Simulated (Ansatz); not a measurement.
LiSnAu:
```yaml
crystal:
  lattice:
    - [4.68716, 0.00000, 0.00000]
    - [-2.34358, 4.05920, 0.00000]
    - [0.00000, 0.00000, 5.95727]
  atoms:
    - { symbol: Li, position: [0.00000, 0.00000, 0.00000] }
    - { symbol: Li, position: [0.00000, 0.00000, 0.50000] }
    - { symbol: Au, position: [0.33333, 0.66667, 0.25000] }
    - { symbol: Au, position: [0.66667, 0.33333, 0.75000] }
    - { symbol: Sn, position: [0.66667, 0.33333, 0.25000] }
    - { symbol: Sn, position: [0.33333, 0.66667, 0.75000] }
```

Relaxed with PBEsol. Special points in fractions of this cell's reciprocal vectors: Γ (0.000, 0.000, 0.000); M (0.500, 0.000, 0.000); K (0.333, 0.333, 0.000); A (0.000, 0.000, 0.500); L (0.500, 0.000, 0.500); H (0.333, 0.333, 0.500).

Q: List the band energies nearest the Fermi level at these points for PBEsol with spin–orbit coupling (plane waves, PAW; program Ansatz).

A: In eV from the Fermi level; about four levels below and three above (degenerate sets whole), none deeper than 8.9 eV; points with the same levels are listed once.

```json
[
 {"k": "Γ", "below": "-0.14 -0.14 -0.05 -0.05", "above": "0.36 0.36 1.75 1.75"},
 {"k": "M", "below": "-1.98 -1.98 -0.21 -0.21", "above": "0.65 0.65 0.98 0.98"},
 {"k": "K", "below": "-1.17 -1.17 -0.93 -0.93", "above": "3.79 3.79 4.03 4.03"},
 {"k": "A", "below": "-4.35 -4.35 -4.35 -4.35", "above": "0.14 0.14 0.14 0.14"},
 {"k": "L", "below": "-1.13 -1.13 -1.13 -1.13", "above": "1.25 1.25 1.25 1.25"},
 {"k": "H", "below": "-2.72 -2.72 -2.72 -2.72", "above": "3.28 3.28 3.44 3.44"}
]
```

Space group P6_3/mmc. The workflow started from an entry of the Crystallography Open Database (COD). Whether it is the stable phase at ambient conditions was not checked. The cell was relaxed with PBEsol under the symmetry of its start; whether a distortion lowers the energy is not shown.

Potentials: the later of the program's two PAW sets.
